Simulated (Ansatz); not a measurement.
The relaxed structure here is a generated cell of ZnCu2SnS4: the first start was made by a random draw of sites in a space group, and the end was not matched to a known phase here, so it may be hypothetical. Known forms of ZnCu2SnS4 include space group No. 82.

A structure of ZnCu$_{2}$SnS$_{4}$ relaxed with PBEsol (plane waves to 420 eV, PAW, scalar-relativistic; Ansatz, a program for electronic structure); single points at other levels follow on the same geometry (Ansatz, PAW; HSE06 at 420 eV on a 4×4×4 k-mesh; no spin-orbit coupling). Space group P1 (No. 1).

```
ZnCu2SnS4
1.0
    5.47419     0.00000     0.00000
    2.46121     5.38710     0.00000
    0.97329     2.51413     5.27961
Cu S Sn Zn
2 4 1 1
Direct
  0.03146   0.38843   0.38918
  0.53606   0.12895   0.88558
  0.89064   0.10154   0.04440
  0.43335   0.04428   0.60245
  0.23528   0.46787   0.99636
  0.04996   0.76705   0.39053
  0.55515   0.46104   0.27544
  0.04371   0.92114   0.71873
```

| level | gap (eV) | kind | conduction minimum |
|---|---|---|---|
| PBEsol | 0.60 | indirect | k = (0, 0.4286, 0.3333) |
| HSE06 | 1.36 | – | k = (0, 0.4286, 0.3333) |

HSE06 gaps come from a coarse mesh plus a few chosen points, so they may be too large. The relaxed cell holds bonded S–S pairs (2.09 Å). No spin polarisation in the result.

It was reached from a disturbed copy of a P3m1 (No. 156) cell, against which it lies -0.81 eV/atom.
